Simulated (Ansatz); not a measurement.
The following input was run with Ansatz 0.2.0.

```yaml
crystal:
  lattice:
    - [2.8621655562, 0.0, 0.0]
    - [0.0, 2.8621655562, 0.0]
    - [0.0, 0.0, 26.1554138905]
  atoms:
    - { symbol: Ni, position: [0.5, 0.5, 0.3249805198] }
    - { symbol: Al, position: [0.0, 0.0, 0.3796951109] }
    - { symbol: Ni, position: [0.5, 0.5, 0.4344097021] }
    - { symbol: Al, position: [0.0, 0.0, 0.4892465214] }
    - { symbol: Ni, position: [0.5, 0.5, 0.54610813] }
    - { symbol: Al, position: [0.0, 0.0, 0.5974672255] }
    - { symbol: F, position: [0.0, 0.0, 0.6655219697] }
basis:
  ecutwfc: 420
kpoints:
  mp_grid: { grid: [10, 10, 1] }
hamiltonian:
  xc: pbesol
scf:
  occupations: { method: gaussian, width: 0.1 }
output:
  forces: true
  eigenvalues: true
  write_density: true
  write_potential: true
  elf: true
  volumetric_format: npy
relax:
  adjacent_minimum: "off"
  f_tol: 0.03
  max_steps: 70
  constraints: [{ sites: [0, 1, 2] }]
efield:
  axis: 3
  dipole_correction: true
  ramp_width: 0.04
```

Command:
```bash
ansatz run input.yaml --threads 2 --pin off --max-ram 5120MiB --backend cpu --events-out ev --progress --plain --runs-dir out
```

All numbers below come from DFT PBEsol, scalar-relativistic, plane waves, PAW (Ansatz).

From the run's log, abridged:

```
Pseudopotentials: kind: paw
Pseudopotential: Ni, paw, valence charge 18, recommended cutoff 420 eV (normal)
Pseudopotential: Al, paw, valence charge 3, recommended cutoff 420 eV (normal)
Pseudopotential: F, paw, valence charge 7, recommended cutoff 420 eV (normal)
Functional definition: PBEsol
Crystal: 7 atoms, lattice volume = 214.265 Å³
Basis set: ecut = 420 eV, 4187 PW (Γ), exchange–correlation on 40×40×360 points (8 copies of the dense FFT grid, shifted against one another)
Bands: 42, of which v1, the nominal top of the filled ones, is band 35 counted from 1 (34 counted from 0)
Symmetry: 8 space group operations
Space group: P4mm (ITA 99), of the structure as read, at distance tolerance 6.0e-5 Å
k-points: 21 of 100
Initial density: superposition of atomic densities (neutral atoms: chi_scale 0, normalization atom), corrected by the library's trained network
Initial wavefunctions: pseudopotential atomic-orbital guess
Functional: x = pbesol(κ = 0.804, μ = 0.12345679), c = pbesol(β = 0.046)
SCF iter   1: F=—  HF=-19791.509374 eV  |F-HF|=—  |Δ(HF+E_count)|=         —  Δρ=1.38e-2  dr2=3.49e-1  ethr=1.77e-3  p=-0.225 e·Å  D=-1.90e-1 V/Å  ΔV_dip=4.97 eV  dr2_dipole=3.37e-2  V_vac-E_F(+/−)=9.75/4.78 eV  ⟨swp⟩=10.2  Hψ=4792  notcnv=0
efield: sawtooth ramp at fractional position 0.9753 (placed from the atoms, in the widest stretch of the axis that holds none; the zero of the levels goes with the place), width 0.0400; the density the first Hamiltonian is built on has a dipole p = -0.225 e·Å; the dipole correction subtracts the counter field D = -1.90e-1 V/Å, which shifts the + side's vacuum level by +4.97 eV against the − side's; the planar-averaged density in the ramp window peaks in size at 7.2e-6 e/Å³
SCF iter   2: F=—  HF=-19791.617889 eV  |F-HF|=—  |Δ(HF+E_count)|=   1.09e-1  Δρ=2.80e-2  dr2=1.14e0  ethr=4.98e-4  p=-0.236 e·Å  D=-1.99e-1 V/Å  ΔV_dip=5.21 eV  dr2_dipole=1.10e-2  V_vac-E_F(+/−)=10.21/5.00 eV  ⟨swp⟩=3.5  Hψ=2198  notcnv=0  defer=39  recentre
SCF iter   3: F=—  HF=-19791.471559 eV  |F-HF|=—  |Δ(HF+E_count)|=   1.46e-1  Δρ=6.12e-3  dr2=5.79e-2  ethr=4.98e-4  p=-0.240 e·Å  D=-2.03e-1 V/Å  ΔV_dip=5.31 eV  dr2_dipole=1.70e-3  V_vac-E_F(+/−)=9.99/4.69 eV  ⟨swp⟩=3.4  Hψ=1937  notcnv=0  defer=39
SCF iter   4: F=—  HF=-19791.466048 eV  |F-HF|=—  |Δ(HF+E_count)|=   5.51e-3  Δρ=8.94e-4  dr2=5.25e-3  ethr=8.27e-5  p=-0.237 e·Å  D=-2.00e-1 V/Å  ΔV_dip=5.24 eV  dr2_dipole=1.84e-3  V_vac-E_F(+/−)=10.01/4.77 eV  ⟨swp⟩=2.0  Hψ=1409  notcnv=0  defer=37
SCF iter   5: F=—  HF=-19791.466453 eV  |F-HF|=—  |Δ(HF+E_count)|=   4.06e-4  Δρ=8.52e-4  dr2=1.01e-3  ethr=7.50e-6  p=-0.239 e·Å  D=-2.02e-1 V/Å  ΔV_dip=5.29 eV  dr2_dipole=3.81e-6  V_vac-E_F(+/−)=10.04/4.75 eV  ⟨swp⟩=2.1  Hψ=1261  notcnv=0  defer=37
SCF iter   6: F=—  HF=-19791.466466 eV  |F-HF|=—  |Δ(HF+E_count)|=   1.28e-5  Δρ=2.73e-4  dr2=1.18e-4  ethr=1.45e-6  p=-0.239 e·Å  D=-2.02e-1 V/Å  ΔV_dip=5.28 eV  dr2_dipole=2.14e-6  V_vac-E_F(+/−)=10.03/4.75 eV  ⟨swp⟩=2.0  Hψ=1090  notcnv=0  defer=37
SCF iter   7: F=—  HF=-19791.466569 eV  |F-HF|=—  |Δ(HF+E_count)|=   1.03e-4  Δρ=1.14e-4  dr2=3.40e-5  ethr=1.68e-7  p=-0.239 e·Å  D=-2.02e-1 V/Å  ΔV_dip=5.28 eV  dr2_dipole=2.61e-6  V_vac-E_F(+/−)=10.03/4.75 eV  ⟨swp⟩=2.0  Hψ=1288  notcnv=0  defer=37
SCF iter   8: F=-19791.466596 eV  HF=-19791.466591 eV  |F-HF|=4.96e-6  |Δ(HF+E_count)|=   2.24e-5  Δρ=4.94e-5  dr2=5.22e-6  ethr=3.21e-8  p=-0.239 e·Å  D=-2.02e-1 V/Å  ΔV_dip=5.27 eV  dr2_dipole=1.88e-8  V_vac-E_F(+/−)=10.03/4.76 eV  ⟨swp⟩=23.3  Hψ=10741  notcnv=0
SCF 1 converged in 8 iterations: F = -19791.466596 eV  dr2 = 5.22e-6
relax step   1: F+E_penalty+E_count = -19791.46659641 eV  Δ(F+E_penalty+E_count) = +0.000e0 eV  max|allowed force component| = 3.759e0 eV/Å  Δτ_max = 0.0000 Å  (8 SCF iters, dr2 threshold 2.25e-5 eV, accepted)
Initial density: handed on by an earlier stage of this run
Initial wavefunctions: those handed on with the density
SCF iter   1: F=—  HF=-19791.684269 eV  |F-HF|=—  |Δ(HF+E_count)|=         —  Δρ=4.37e-3  dr2=1.30e-1  ethr=2.04e-4  p=-0.239 e·Å  D=-2.02e-1 V/Å  ΔV_dip=5.27 eV  dr2_dipole=4.53e-2  V_vac-E_F(+/−)=10.01/4.74 eV  ⟨swp⟩=2.0  Hψ=3254  notcnv=0  defer=33
efield: sawtooth ramp at fractional position 0.9753 (handed on by an earlier solve), width 0.0400; the density the first Hamiltonian is built on has a dipole p = -0.239 e·Å; the dipole correction subtracts the counter field D = -2.02e-1 V/Å, which shifts the + side's vacuum level by +5.27 eV against the − side's; the planar-averaged density in the ramp window peaks in size at 2.1e-6 e/Å³
SCF iter   2: F=—  HF=-19791.676246 eV  |F-HF|=—  |Δ(HF+E_count)|=   8.02e-3  Δρ=3.28e-3  dr2=2.67e-2  ethr=1.86e-4  p=-0.208 e·Å  D=-1.76e-1 V/Å  ΔV_dip=4.60 eV  dr2_dipole=2.02e-4  V_vac-E_F(+/−)=9.35/4.76 eV  ⟨swp⟩=2.4  Hψ=1469  notcnv=0  defer=33
SCF iter   3: F=—  HF=-19791.671140 eV  |F-HF|=—  |Δ(HF+E_count)|=   5.11e-3  Δρ=1.98e-3  dr2=5.89e-3  ethr=3.82e-5  p=-0.219 e·Å  D=-1.85e-1 V/Å  ΔV_dip=4.83 eV  dr2_dipole=5.53e-6  V_vac-E_F(+/−)=9.60/4.77 eV  ⟨swp⟩=2.8  Hψ=1578  notcnv=0  defer=34
SCF iter   4: F=—  HF=-19791.670374 eV  |F-HF|=—  |Δ(HF+E_count)|=   7.66e-4  Δρ=9.24e-4  dr2=1.32e-3  ethr=8.42e-6  p=-0.218 e·Å  D=-1.84e-1 V/Å  ΔV_dip=4.82 eV  dr2_dipole=4.67e-8  V_vac-E_F(+/−)=9.58/4.76 eV  ⟨swp⟩=2.6  Hψ=1519  notcnv=0  defer=35
SCF iter   5: F=—  HF=-19791.670315 eV  |F-HF|=—  |Δ(HF+E_count)|=   5.82e-5  Δρ=1.41e-4  dr2=3.97e-5  ethr=1.43e-7  p=-0.218 e·Å  D=-1.84e-1 V/Å  ΔV_dip=4.81 eV  dr2_dipole=8.77e-6  V_vac-E_F(+/−)=9.57/4.76 eV  ⟨swp⟩=23.0  Hψ=11817  notcnv=0
SCF iter   6: F=-19791.670370 eV  HF=-19791.670357 eV  |F-HF|=1.30e-5  |Δ(HF+E_count)|=   4.18e-5  Δρ=6.43e-5  dr2=9.21e-6  ethr=5.67e-8  p=-0.218 e·Å  D=-1.84e-1 V/Å  ΔV_dip=4.80 eV  dr2_dipole=1.83e-6  V_vac-E_F(+/−)=9.57/4.76 eV  ⟨swp⟩=16.8  Hψ=10031  notcnv=0
SCF 2 converged in 6 iterations: F = -19791.670370 eV  dr2 = 9.21e-6
relax step   2: F+E_penalty+E_count = -19791.67037024 eV  Δ(F+E_penalty+E_count) = -2.038e-1 eV  max|allowed force component| = 2.296e0 eV/Å  Δτ_max = 0.0551 Å  (6 SCF iters, dr2 threshold 1.00e-4 eV, accepted)
SCF iter   1: F=—  HF=-19791.796480 eV  |F-HF|=—  |Δ(HF+E_count)|=         —  Δρ=7.76e-3  dr2=1.79e-1  ethr=2.78e-4  p=-0.218 e·Å  D=-1.84e-1 V/Å  ΔV_dip=4.80 eV  dr2_dipole=3.08e-2  V_vac-E_F(+/−)=9.57/4.76 eV  ⟨swp⟩=1.8  Hψ=3640  notcnv=0  defer=32
efield: sawtooth ramp at fractional position 0.9753 (handed on by an earlier solve), width 0.0400; the density the first Hamiltonian is built on has a dipole p = -0.218 e·Å; the dipole correction subtracts the counter field D = -1.84e-1 V/Å, which shifts the + side's vacuum level by +4.80 eV against the − side's; the planar-averaged density in the ramp window peaks in size at 6.4e-6 e/Å³
SCF iter   2: F=—  HF=-19791.777140 eV  |F-HF|=—  |Δ(HF+E_count)|=   1.93e-2  Δρ=5.74e-3  dr2=8.61e-2  ethr=2.55e-4  p=-0.159 e·Å  D=-1.34e-1 V/Å  ΔV_dip=3.52 eV  dr2_dipole=5.87e-4  V_vac-E_F(+/−)=8.28/4.76 eV  ⟨swp⟩=3.0  Hψ=1625  notcnv=0  defer=32
SCF iter   3: F=—  HF=-19791.755458 eV  |F-HF|=—  |Δ(HF+E_count)|=   2.17e-2  Δρ=2.34e-3  dr2=8.03e-3  ethr=1.23e-4  p=-0.181 e·Å  D=-1.53e-1 V/Å  ΔV_dip=4.00 eV  dr2_dipole=2.69e-5  V_vac-E_F(+/−)=8.79/4.79 eV  ⟨swp⟩=2.9  Hψ=1650  notcnv=0  defer=37
SCF iter   4: F=—  HF=-19791.754312 eV  |F-HF|=—  |Δ(HF+E_count)|=   1.15e-3  Δρ=1.54e-3  dr2=3.57e-3  ethr=1.15e-5  p=-0.181 e·Å  D=-1.53e-1 V/Å  ΔV_dip=4.00 eV  dr2_dipole=6.44e-7  V_vac-E_F(+/−)=8.78/4.78 eV  ⟨swp⟩=3.3  Hψ=1849  notcnv=0  defer=37
SCF iter   5: F=—  HF=-19791.753995 eV  |F-HF|=—  |Δ(HF+E_count)|=   3.17e-4  Δρ=4.53e-4  dr2=3.06e-4  ethr=5.10e-6  p=-0.181 e·Å  D=-1.53e-1 V/Å  ΔV_dip=3.99 eV  dr2_dipole=1.80e-5  V_vac-E_F(+/−)=8.77/4.78 eV  ⟨swp⟩=2.0  Hψ=999  notcnv=0  defer=37
SCF iter   6: F=—  HF=-19791.754019 eV  |F-HF|=—  |Δ(HF+E_count)|=   2.42e-5  Δρ=1.54e-4  dr2=4.08e-5  ethr=1.43e-7  p=-0.180 e·Å  D=-1.52e-1 V/Å  ΔV_dip=3.98 eV  dr2_dipole=3.98e-6  V_vac-E_F(+/−)=8.76/4.78 eV  ⟨swp⟩=21.5  Hψ=10644  notcnv=0
SCF iter   7: F=-19791.754016 eV  HF=-19791.754020 eV  |F-HF|=3.58e-6  |Δ(HF+E_count)|=   8.11e-7  Δρ=5.68e-5  dr2=8.69e-6  ethr=5.83e-8  p=-0.180 e·Å  D=-1.52e-1 V/Å  ΔV_dip=3.98 eV  dr2_dipole=1.85e-6  V_vac-E_F(+/−)=8.76/4.78 eV  ⟨swp⟩=15.5  Hψ=9757  notcnv=0
SCF 3 converged in 7 iterations: F = -19791.754016 eV  dr2 = 8.69e-6
relax step   3: F+E_penalty+E_count = -19791.75401596 eV  Δ(F+E_penalty+E_count) = -8.365e-2 eV  max|allowed force component| = 9.775e-1 eV/Å  Δτ_max = 0.1272 Å  (7 SCF iters, dr2 threshold 1.00e-4 eV, accepted)
SCF iter   1: F=—  HF=-19791.770746 eV  |F-HF|=—  |Δ(HF+E_count)|=         —  Δρ=1.91e-3  dr2=6.15e-3  ethr=1.28e-4  p=-0.180 e·Å  D=-1.52e-1 V/Å  ΔV_dip=3.98 eV  dr2_dipole=1.10e-4  V_vac-E_F(+/−)=8.76/4.78 eV  ⟨swp⟩=2.0  Hψ=1807  notcnv=0  defer=38
efield: sawtooth ramp at fractional position 0.9753 (handed on by an earlier solve), width 0.0400; the density the first Hamiltonian is built on has a dipole p = -0.180 e·Å; the dipole correction subtracts the counter field D = -1.52e-1 V/Å, which shifts the + side's vacuum level by +3.98 eV against the − side's; the planar-averaged density in the ramp window peaks in size at 5.6e-6 e/Å³
SCF iter   2: F=—  HF=-19791.768533 eV  |F-HF|=—  |Δ(HF+E_count)|=   2.21e-3  Δρ=9.70e-4  dr2=2.26e-3  ethr=8.78e-6  p=-0.195 e·Å  D=-1.65e-1 V/Å  ΔV_dip=4.31 eV  dr2_dipole=8.27e-8  V_vac-E_F(+/−)=9.09/4.78 eV  ⟨swp⟩=3.0  Hψ=1688  notcnv=0  defer=38
SCF iter   3: F=—  HF=-19791.767627 eV  |F-HF|=—  |Δ(HF+E_count)|=   9.06e-4  Δρ=2.88e-4  dr2=1.12e-4  ethr=3.23e-6  p=-0.189 e·Å  D=-1.60e-1 V/Å  ΔV_dip=4.17 eV  dr2_dipole=1.53e-6  V_vac-E_F(+/−)=8.96/4.78 eV  ⟨swp⟩=3.0  Hψ=1396  notcnv=0  defer=38
SCF iter   4: F=—  HF=-19791.767634 eV  |F-HF|=—  |Δ(HF+E_count)|=   6.82e-6  Δρ=2.09e-4  dr2=6.22e-5  ethr=1.43e-7  p=-0.189 e·Å  D=-1.60e-1 V/Å  ΔV_dip=4.18 eV  dr2_dipole=9.39e-7  V_vac-E_F(+/−)=8.96/4.78 eV  ⟨swp⟩=20.6  Hψ=10721  notcnv=0
SCF iter   5: F=-19791.767625 eV  HF=-19791.767630 eV  |F-HF|=4.69e-6  |Δ(HF+E_count)|=   3.56e-6  Δρ=6.34e-5  dr2=5.73e-6  ethr=8.89e-8  p=-0.189 e·Å  D=-1.60e-1 V/Å  ΔV_dip=4.18 eV  dr2_dipole=4.79e-8  V_vac-E_F(+/−)=8.97/4.78 eV  ⟨swp⟩=16.1  Hψ=9937  notcnv=0
SCF 4 converged in 5 iterations: F = -19791.767625 eV  dr2 = 5.73e-6
relax step   4: F+E_penalty+E_count = -19791.76762530 eV  Δ(F+E_penalty+E_count) = -1.361e-2 eV  max|allowed force component| = 5.520e-2 eV/Å  Δτ_max = 0.0328 Å  (5 SCF iters, dr2 threshold 1.00e-4 eV, accepted)
SCF iter   1: F=—  HF=-19791.767937 eV  |F-HF|=—  |Δ(HF+E_count)|=         —  Δρ=6.58e-5  dr2=6.29e-6  ethr=9.08e-9  p=-0.189 e·Å  D=-1.60e-1 V/Å  ΔV_dip=4.18 eV  dr2_dipole=7.24e-8  V_vac-E_F(+/−)=8.97/4.78 eV  ⟨swp⟩=1.0  Hψ=2268  notcnv=0
efield: sawtooth ramp at fractional position 0.9753 (handed on by an earlier solve), width 0.0400; the density the first Hamiltonian is built on has a dipole p = -0.189 e·Å; the dipole correction subtracts the counter field D = -1.60e-1 V/Å, which shifts the + side's vacuum level by +4.18 eV against the − side's; the planar-averaged density in the ramp window peaks in size at 4.6e-6 e/Å³
SCF iter   2: F=—  HF=-19791.767631 eV  |F-HF|=—  |Δ(HF+E_count)|=   3.06e-4  Δρ=1.21e-4  dr2=2.10e-5  ethr=8.99e-9  p=-0.189 e·Å  D=-1.60e-1 V/Å  ΔV_dip=4.18 eV  dr2_dipole=2.69e-9  V_vac-E_F(+/−)=8.97/4.78 eV  ⟨swp⟩=3.0  Hψ=1748  notcnv=0
SCF iter   3: F=—  HF=-19791.767630 eV  |F-HF|=—  |Δ(HF+E_count)|=   1.17e-6  Δρ=2.79e-5  dr2=1.11e-6  ethr=8.99e-9  p=-0.189 e·Å  D=-1.60e-1 V/Å  ΔV_dip=4.18 eV  dr2_dipole=3.80e-9  V_vac-E_F(+/−)=8.97/4.78 eV  ⟨swp⟩=3.2  Hψ=1505  notcnv=0
SCF iter   4: F=-19791.767630 eV  HF=-19791.767630 eV  |F-HF|=4.26e-8  |Δ(HF+E_count)|=   7.24e-8  Δρ=2.07e-6  dr2=7.01e-9  ethr=1.43e-10  p=-0.189 e·Å  D=-1.60e-1 V/Å  ΔV_dip=4.18 eV  dr2_dipole=1.35e-10  V_vac-E_F(+/−)=8.97/4.78 eV  ⟨swp⟩=13.1  Hψ=8229  notcnv=0
SCF 5 converged in 4 iterations: F = -19791.767630 eV  dr2 = 7.01e-9
relax step   5: F+E_penalty+E_count = -19791.76762969 eV  Δ(F+E_penalty+E_count) = -4.392e-6 eV  max|allowed force component| = 5.513e-2 eV/Å  Δτ_max = 0.0000 Å  (4 SCF iters, accepted)
SCF iter   1: F=—  HF=-19791.768367 eV  |F-HF|=—  |Δ(HF+E_count)|=         —  Δρ=3.36e-4  dr2=1.13e-3  ethr=6.86e-6  p=-0.189 e·Å  D=-1.60e-1 V/Å  ΔV_dip=4.18 eV  dr2_dipole=8.60e-5  V_vac-E_F(+/−)=8.97/4.78 eV  ⟨swp⟩=2.6  Hψ=1884  notcnv=0  defer=36
efield: sawtooth ramp at fractional position 0.9753 (handed on by an earlier solve), width 0.0400; the density the first Hamiltonian is built on has a dipole p = -0.189 e·Å; the dipole correction subtracts the counter field D = -1.60e-1 V/Å, which shifts the + side's vacuum level by +4.18 eV against the − side's; the planar-averaged density in the ramp window peaks in size at 4.1e-6 e/Å³
SCF iter   2: F=—  HF=-19791.768265 eV  |F-HF|=—  |Δ(HF+E_count)|=   1.02e-4  Δρ=2.92e-4  dr2=5.48e-4  ethr=1.62e-6  p=-0.189 e·Å  D=-1.60e-1 V/Å  ΔV_dip=4.18 eV  dr2_dipole=1.55e-7  V_vac-E_F(+/−)=8.96/4.78 eV  ⟨swp⟩=2.4  Hψ=1555  notcnv=0  defer=35
SCF iter   3: F=—  HF=-19791.768205 eV  |F-HF|=—  |Δ(HF+E_count)|=   5.95e-5  Δρ=2.01e-4  dr2=6.34e-5  ethr=7.83e-7  p=-0.189 e·Å  D=-1.60e-1 V/Å  ΔV_dip=4.18 eV  dr2_dipole=6.14e-7  V_vac-E_F(+/−)=8.96/4.78 eV  ⟨swp⟩=2.2  Hψ=1281  notcnv=0  defer=35
SCF iter   4: F=—  HF=-19791.767798 eV  |F-HF|=—  |Δ(HF+E_count)|=   4.07e-4  Δρ=1.07e-4  dr2=1.91e-5  ethr=9.06e-8  p=-0.189 e·Å  D=-1.60e-1 V/Å  ΔV_dip=4.18 eV  dr2_dipole=1.25e-9  V_vac-E_F(+/−)=8.96/4.78 eV  ⟨swp⟩=3.1  Hψ=1645  notcnv=0  defer=35
SCF iter   5: F=—  HF=-19791.767798 eV  |F-HF|=—  |Δ(HF+E_count)|=   3.98e-7  Δρ=4.74e-5  dr2=3.32e-6  ethr=2.73e-8  p=-0.189 e·Å  D=-1.60e-1 V/Å  ΔV_dip=4.18 eV  dr2_dipole=4.86e-10  V_vac-E_F(+/−)=8.96/4.78 eV  ⟨swp⟩=1.0  Hψ=858  notcnv=0  defer=35
SCF iter   6: F=—  HF=-19791.767800 eV  |F-HF|=—  |Δ(HF+E_count)|=   1.38e-6  Δρ=1.06e-5  dr2=1.60e-7  ethr=4.75e-9  p=-0.189 e·Å  D=-1.60e-1 V/Å  ΔV_dip=4.18 eV  dr2_dipole=7.78e-10  V_vac-E_F(+/−)=8.96/4.78 eV  ⟨swp⟩=2.0  Hψ=1213  notcnv=0  defer=35
SCF iter   7: F=-19791.767800 eV  HF=-19791.767800 eV  |F-HF|=2.24e-7  |Δ(HF+E_count)|=   4.85e-7  Δρ=4.48e-6  dr2=2.91e-8  ethr=1.43e-10  p=-0.189 e·Å  D=-1.60e-1 V/Å  ΔV_dip=4.18 eV  dr2_dipole=1.38e-9  V_vac-E_F(+/−)=8.96/4.78 eV  ⟨swp⟩=18.0  Hψ=7955  notcnv=0
SCF iter   8: F=-19791.767800 eV  HF=-19791.767800 eV  |F-HF|=3.02e-8  |Δ(HF+E_count)|=   2.08e-7  Δρ=2.94e-6  dr2=1.42e-8  ethr=4.16e-11  p=-0.189 e·Å  D=-1.60e-1 V/Å  ΔV_dip=4.18 eV  dr2_dipole=4.75e-12  V_vac-E_F(+/−)=8.96/4.78 eV  ⟨swp⟩=10.5  Hψ=6954  notcnv=0
SCF iter   9: F=-19791.767800 eV  HF=-19791.767800 eV  |F-HF|=2.24e-8  |Δ(HF+E_count)|=   2.00e-8  Δρ=7.70e-7  dr2=1.07e-9  ethr=2.03e-11  p=-0.189 e·Å  D=-1.60e-1 V/Å  ΔV_dip=4.18 eV  dr2_dipole=9.34e-12  V_vac-E_F(+/−)=8.96/4.78 eV  ⟨swp⟩=8.8  Hψ=6224  notcnv=0
SCF 6 converged in 9 iterations: F = -19791.767800 eV  dr2 = 1.07e-9
relax step   6: F+E_penalty+E_count = -19791.76780037 eV  Δ(F+E_penalty+E_count) = -1.707e-4 eV  max|allowed force component| = 5.592e-3 eV/Å  Δτ_max = 0.0071 Å  (9 SCF iters, accepted)
WARN: The output density's exchange-correlation potential varies sharply where the density is thin. Do not read a vacuum level from v_tot or v_xc, or from such a field of the output density. On a cell that repeats whose density bears no net charge and no dipole along the vacuum's axis use v_es (v_loc + v_h of the components); under efield.dipole_correction with no amplitude use v_es + v_field, which holds any external_charges[].barrier, or the levels of the report's work_function block, which leave it out; under a non-zero efield.amplitude the vacuum is tilted and has no level; on a cell that repeats and bears such a dipole with no correction it is tilted too, and efield.dipole_correction wi ...
SCF converged after 9 iterations
Free energy (F): -19791.767800 eV
Harris-Foulkes:  -19791.767800 eV  (|F-HF|=2.24e-8)
Internal energy: -19791.754708 eV  (E = F + TS)
E sigma→0 (E₀):  -19791.761254 eV
Entropy (-TS):   -0.013092 eV (-1.870 meV/atom)
Fermi energy:    0.364078 eV
Dipole field:    D = -0.159850 V/Å  (p = -0.189279 e·Å, saw-weighted, corrected)
Work function:   Φ+ = 8.9613 eV   Φ− = 4.7803 eV
Levels:          The Fermi level and band energies are counted from a zero that moves with the ramp; work functions are not
--- Per-component energies (eV) ---
  E_band       = -1902.337202
  E_kinetic    = 1137.277982
  E_local      = -106152.437127  (includes V_loc(G=0)·N_el)
  E_nonlocal   = 2024.040122
  E_hartree    = 51643.230110
  E_xc         = -451.726864
  E_vxc        = -518.598298  (∫ρ·V_xc dr)
  E_paw        = -6354.996286  (= ΣΔE_a)
  E_vpaw       = -1669.819863  (= ΣTr[D̂ρ^β])
  E_aug_tail   = 0.003342  (compensation charges beyond the density's cutoff)
  E_efield     = 0.015128  (sawtooth field / dipole correction)
  E_vefield    = -9.269221  (∫n·V_field dr)
  E_ewald      = 38362.147158
  E_core_change = 0.691726  (= ΣΔE_core)
  E_smearing   = -0.013092  (= −TS)
--- Forces (eV/Å), atoms counted from 1 ---
  atom   1  Ni     0.00000000     0.00000000     0.74249462
  atom   2  Al     0.00000000     0.00000000    -1.08359595
  atom   3  Ni     0.00000000     0.00000000     0.33723636
  atom   4  Al     0.00000000     0.00000000     0.00353272
  atom   5  Ni     0.00000000     0.00000000    -0.00559224
  atom   6  Al     0.00000000     0.00000000     0.00404726
  atom   7  F      0.00000000     0.00000000     0.00187440
--- Band table (eV; the first three rows and the last of 21) ---
  k-point 0: bands = ["-102.7046", "-102.6578", "-101.8114", "-63.2838", "-63.2342", "-63.2342", "-63.2158", "-63.2158", "-63.2014", "-62.3800", "-62.3631", "-62.3631", "-21.8757", "-10.4278", "-8.9424", "-6.9565", "-4.9873", "-3.6422", "-2.8615", "-2.5894", "-2.5494", "-2.4416", "-2.0798", "-2.0798", "-1.7771", "-1.7771", "-1.6133", "-1.3905", "-1.3905", "-1.1838", "-1.1272", "-0.4861", "-0.4861", "-0.2834", "-0.1539", "0.9171", "3.1921", "5.1613", "5.9875", "6.5205", "6.5205", "6.9522"]
  k-point 1: bands = ["-102.7045", "-102.6576", "-101.8113", "-63.2836", "-63.2365", "-63.2340", "-63.2182", "-63.2156", "-63.2011", "-62.3798", "-62.3654", "-62.3629", "-21.8569", "-10.2435", "-8.7665", "-6.8106", "-4.8725", "-3.5816", "-2.8633", "-2.5902", "-2.5618", "-2.4450", "-2.1685", "-2.0643", "-1.7954", "-1.7634", "-1.5802", "-1.4424", "-1.3809", "-1.2614", "-1.1974", "-0.6208", "-0.4786", "-0.2068", "-0.2025", "1.0636", "3.3423", "4.8349", "5.3924", "6.2110", "6.2796", "6.7602"]
  k-point 2: bands = ["-102.7041", "-102.6573", "-101.8109", "-63.2830", "-63.2428", "-63.2335", "-63.2245", "-63.2151", "-63.2006", "-62.3793", "-62.3714", "-62.3625", "-21.8070", "-9.6966", "-8.2474", "-6.3952", "-4.5489", "-3.4336", "-3.0076", "-2.8573", "-2.5625", "-2.4406", "-2.1749", "-2.0238", "-1.8648", "-1.7276", "-1.5480", "-1.4545", "-1.4348", "-1.3862", "-1.3392", "-0.8334", "-0.4664", "-0.3339", "-0.0749", "1.3957", "2.5209", "3.8755", "4.2274", "5.8103", "5.8971", "6.7611"]
  k-point 20: bands = ["-102.7015", "-102.6547", "-101.8084", "-63.2795", "-63.2567", "-63.2567", "-63.2386", "-63.2386", "-63.1971", "-62.3850", "-62.3850", "-62.3760", "-21.4953", "-4.8164", "-4.2427", "-3.6911", "-3.6911", "-3.6157", "-3.4855", "-3.4855", "-2.9279", "-2.9279", "-2.6718", "-2.4425", "-1.9142", "-1.9142", "-1.5094", "-0.7928", "-0.7928", "-0.6490", "-0.6284", "-0.4496", "0.2250", "0.6167", "0.6167", "1.9399", "2.4637", "2.8815", "2.8815", "3.1730", "3.3270", "3.7587"]
--- Relaxed structure (6 steps of the walk, 6 accepted, 0 SCFs on fresh bases) ---
  F+E_penalty+E_count = -19791.76780037 eV   max|allowed force component| = 5.592e-3 eV/Å
  atoms:
    - { symbol: Ni, position: [0.5, 0.5, 0.3249805198] }
    - { symbol: Al, position: [0.0, 0.0, 0.37969511] }
    - { symbol: Ni, position: [0.5, 0.5, 0.43440970] }
    - { symbol: Al, position: [0.0, 0.0, 0.48801428] }
    - { symbol: Ni, position: [0.5, 0.5, 0.54222097] }
    - { symbol: Al, position: [0.0, 0.0, 0.59736982] }
    - { symbol: F, position: [0.0, 0.0, 0.65987056] }
```

The relaxation met its thresholds.

It took 55 s on 2 threads of Intel(R) Xeon(R) Platinum 8488C (Sapphire Rapids) (shared host), peak memory 0.58 GiB.